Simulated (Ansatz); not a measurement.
Mo₃Os, first-principles data

Mo3Os (Cu3Au type, Pm-3m), a = b = c = 3.9423 Å, α = β = γ = 90.00°.

Space group Pm-3m (No. 221), Cu3Au type; conventional cell a = b = c = 3.9423 Å, α = β = γ = 90.00°.

Method: r²SCAN (plane waves, PAW; program Ansatz). The cell and atoms are relaxed at this level. Other levels are named where they apply.

Cell and energy:

- Volume per atom = 15.32 Å³
- Density = 12.96 g/cm³
- Formation energy from the elements (no fitted shifts) = 239 meV/atom

Electronic structure:

- Electronic character: metallic (no gap)
- Density of states at the Fermi level: 0.95 states/eV per atom (mean over ±0.08 eV)
- Gap with spin–orbit coupling: none (metallic)

Mechanics:

Bulk modulus (Birch–Murnaghan fit): 294 GPa
Pressure derivative B′: 4.2

Charges:

Bader charges: Mo +0.38, Os -1.15 e

A made-up cell: these elements were put on the sites of a structure type; neither database checked (COD, Materials Project) lists it. COD files the formula under space group No. 223. Its standing as an ambient phase is unchecked. Symmetry was held in the r²SCAN relaxation; whether a distortion lowers the energy is not shown. The run is not spin-polarised. The references are the lowest solids computed at this level, not always the standard phases. Spin–orbit coupling is left out wherever it is not named.

Potentials: the earlier of the program's two PAW sets.
